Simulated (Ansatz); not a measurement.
GeSb₂Te₄ in space group R-3m (No. 166; Ge on 3a, Sb on 6c, Te on 6c, Te on 6c), r²SCAN+D4 in the plane-wave PAW code Ansatz, all energies at zero smearing, with the estimated change up to a 700 eV cutoff added, with one set of potentials and settings (totals compare only within such a set). Cell of 7 atoms (1 Ge, 2 Sb, 4 Te): -45282.219 eV.

```json
[
 {"element": "Ge", "reference phase": "Fd-3m, 2 atoms in the cell", "E (eV/atom)": "-4303.0180"},
 {"element": "Sb", "reference phase": "R-3m, 2 atoms in the cell", "E (eV/atom)": "-6499.2917"},
 {"element": "Te", "reference phase": "P3_121, 3 atoms in the cell", "E (eV/atom)": "-6994.9777"}
]
```

Formation energy per atom, worked out: (-45282.219 − 1×(-4303.0180) − 2×(-6499.2917) − 4×(-6994.9777))/7 = -0.101 eV/atom (-10 kJ per mol of atoms), at 0 K, without zero-point energy or fitted corrections.

Symmetry was held in the r²SCAN+D4 relaxation. The references are the lowest solids computed at this level, not always the standard phases. Scalar-relativistic: spin–orbit coupling is off unless named, which matters more the heavier the elements.

Potentials: the later of the program's two PAW sets.
